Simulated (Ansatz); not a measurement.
Sc$_{2}$SiB$_{2}$ in space group P-6m2 (No. 187; Sc on 2h, Si on 1a, B on 1b, B on 1f) at seven volumes, PBE in the plane-wave PAW code Ansatz, shape and atoms relaxed at each. One row is withheld.

```json
[
 {"V (Å³/atom)": "12.265", "P (GPa)": "15.00"},
 {"V (Å³/atom)": "12.670", "P (GPa)": "9.23"},
 {"V (Å³/atom)": "13.074", "P (GPa)": "4.27"},
 {"V (Å³/atom)": "13.478", "P (GPa)": "-0.01"},
 {"V (Å³/atom)": "13.883", "P (GPa)": "-3.68"},
 {"V (Å³/atom)": "14.287", "P (GPa)": "-6.84"},
 {"V (Å³/atom)": "14.691", "P (GPa)": "?"}
]
```

Problem. Fit the shown pressures and predict the withheld one.

Solution. Third-order Birch–Murnaghan: P = (3/2)B₀(x^(7/2) − x^(5/2))[1 + (3/4)(B′ − 4)(x − 1)] with x = (V₀/V)^(2/3). Least squares on the six rows gives V₀ = 13.478 Å³/atom, B₀ = 131.9 GPa, B′ = 3.98. At V = 14.691, x = 0.9442 and P = -9.58 GPa. The run itself gave -9.54 GPa.

The start of the workflow was typed in or built on a structure type; neither database checked (COD, Materials Project) lists it. Whether it is the stable phase at ambient conditions was not checked. Symmetry was held in the PBE relaxation; whether a distortion lowers the energy is not shown. The run is not spin-polarised.

Potentials: the earlier of the program's two PAW sets.
